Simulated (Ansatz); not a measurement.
Data:

Co₂C:
Space group P-3m1 (No. 164); a = b = 2.7421 Å, c = 4.1276 Å, α = β = 90.00°, γ = 120.00°

```tsv
atom	site	symmetry	x	y	z
C	1a	-3m.	0.0000	0.0000	0.0000
Co	2d	3m.	0.3333	0.6667	0.2433
```

This is the PBEsol-relaxed structure.

Q: All from DFT-PBEsol in the program Ansatz with PAW potentials, unless another level is named. Predict the electronic character.

A: metallic (no gap).

Q: Predict the density of states at the Fermi level.

A: 0.92 states/eV per atom (mean over ±0.08 eV).

Q: What about the formation energy from the elements (no fitted shifts)?

A: 0.21 eV/atom.

A made-up cell: these elements were put on the sites of a structure type; neither database checked (COD, Materials Project) lists it. COD files the formula under space group No. 58. Whether it is the stable phase at ambient conditions was not checked. Symmetry was held in the PBEsol relaxation; whether a distortion lowers the energy is not shown. The workflow began spin-polarised and lost its moments. The references are the lowest solids computed at this level, not always the standard phases.

Potentials: the earlier of the program's two PAW sets. The files were generated under PBE; for other functionals the program regenerates the frozen cores, and for LDA and PBEsol the local potential too.
